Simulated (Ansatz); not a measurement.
The calculation used Ansatz 0.2.0, DFT PBE, scalar-relativistic, plane waves, PAW. All cells share a 420 eV cutoff and Γ-centred k meshes spaced about 0.3 Å⁻¹ or finer (0.25 for metals, 2π included). No spin polarisation.

Temperature and zero-point effects are left out.

Compare these two cells of Hf₂ZrC₃, each relaxed at this level.

1.

Space group Immm (No. 71). a = 3.302 Å, b = 4.670 Å, c = 9.909 Å, α = 90.00°, β = 90.00°, γ = 90.00°
| atom | site | symmetry | x | y | z |
| --- | --- | --- | --- | --- | --- |
| Zr | 2a | mmm | 0.0000 | 0.0000 | 0.0000 |
| Hf | 4i | mm2 | 0.0000 | 0.0000 | 0.6666 |
| C | 4j | mm2 | 0.5000 | 0.0000 | 0.8317 |
| C | 2d | mmm | 0.0000 | 0.5000 | 0.0000 |

2.

Space group C2/m (No. 12). a = 5.721 Å, b = 9.906 Å, c = 5.721 Å, α = 90.00°, β = 109.49°, γ = 90.00°
```json
{"atom": "Zr", "site": "4g", "symmetry": "2", "x": "0.5000", "y": "0.6666", "z": "0.0000"}
{"atom": "Hf", "site": "2b", "symmetry": "2/m", "x": "0.5000", "y": "0.0000", "z": "0.0000"}
{"atom": "Hf", "site": "2c", "symmetry": "2/m", "x": "0.0000", "y": "0.0000", "z": "0.5000"}
{"atom": "Hf", "site": "4h", "symmetry": "2", "x": "0.5000", "y": "0.1669", "z": "0.5000"}
{"atom": "C", "site": "4i", "symmetry": "m", "x": "0.2523", "y": "0.0000", "z": "0.2521"}
{"atom": "C", "site": "8j", "symmetry": "1", "x": "0.2501", "y": "0.8342", "z": "0.7478"}
```

Question: Which would you expect to be lower, and how large is the difference?

Answer: They are level within the accuracy (under 1 meV/atom apart). Cell 1 has Zr and Hf ordered on rock salt sites, space group Immm (No. 71), 12.7 Å³/atom and no gap on its mesh; cell 2 has Zr and Hf ordered on rock salt sites, space group C2/m (No. 12), 12.7 Å³/atom and no gap. In cell 1, Zr has 6 C at 2.33–2.35 Å, 10 Hf at 3.30 Å and 2 Zr at 3.30 Å; around Hf lie 6 C at 2.32–2.34 Å, 7 Hf at 3.30 Å and 5 Zr at 3.30 Å; C on a site of symmetry mm2 is surrounded by 4 Hf at 2.32–2.34 Å and 2 Zr at 2.35 Å; 1 more site not described. In cell 2, Zr is surrounded by 6 C at 2.34–2.35 Å, 3 Zr at 3.30 Å and 9 Hf at 3.30 Å; Hf on a site of symmetry 2/m is surrounded by 6 C at 2.33 Å, 6 Zr at 3.30 Å and 6 Hf at 3.30 Å; C on a site of symmetry m has 4 Hf at 2.33–2.34 Å and 2 Zr at 2.34 Å; 3 more sites not described. Both come from trial cells of a structure search.

The k mesh leaves some 4 meV/atom of noise in the energy of each metallic cell. These runs have no spin–orbit coupling, which can matter for Hf. Trial moments fell under 0.15 μB along the way in Immm and C2/m; another start might hold them. Cells relaxed within their symmetry can be saddle points.
